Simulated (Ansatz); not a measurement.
**Data sheet: AlN (DFT)**

AlN:
```cif
data_Al2N2
_chemical_formula_sum 'Al2 N2'
_space_group_name_H-M_alt 'P 1'
_space_group_IT_number 1
_cell_length_a 3.29235
_cell_length_b 3.29235
_cell_length_c 4.13695
_cell_angle_alpha 90.000
_cell_angle_beta 90.000
_cell_angle_gamma 120.000
loop_
_space_group_symop_operation_xyz
  'x, y, z'
loop_
_atom_site_label
_atom_site_type_symbol
_atom_site_fract_x
_atom_site_fract_y
_atom_site_fract_z
_atom_site_occupancy
Al1 Al 0.33333 0.66667 0.75000 1
Al2 Al 0.66667 0.33333 0.25000 1
N1 N 0.33333 0.66667 0.25000 1
N2 N 0.66667 0.33333 0.75000 1
```

Space group P6_3/mmc (No. 194); conventional cell a = b = 3.292 Å, c = 4.137 Å, α = β = 90.00°, γ = 120.00°.

Method: r²SCAN (plane waves, PAW; program Ansatz). Geometry: relaxed at this level of theory. Other levels are named where they apply.

Cell and energy:

```yaml
volume_per_atom: 9.71 Å³
density: 3.51 g/cm³
Formation energy from the elements (no fitted shifts): -1.51 eV/atom
```

Electronic structure:

```yaml
band_gap: 4.03 eV (direct)
valence_band_maximum: at Γ
conduction_band_minimum: at Γ
electron_effective_mass: 0.31, 0.31, 0.35 mₑ (principal values)
hole_effective_mass: 0.29, 0.89, 0.89 mₑ (principal values)
HSE06 gap on the r²SCAN cell: 4.74 eV
```

Mechanics:

```yaml
Bulk modulus (Birch–Murnaghan fit): 220 GPa
Pressure derivative B′: 4.2
```

Charges:

```yaml
bader_charges: Al +2.52, N -2.52 e
```

The first step of the workflow began from a Materials Project structure, measured or hypothetical; the Crystallography Open Database copy checked does not list it. It is not the phase usual at ambient conditions (space group No. 186, 216). The cell was relaxed with r²SCAN under the symmetry of its start; its stability against distortions is not shown here. The references are the lowest solids computed at this level, not always the standard phases (solids in place of the gases).

Potentials: the later of the program's two PAW sets.
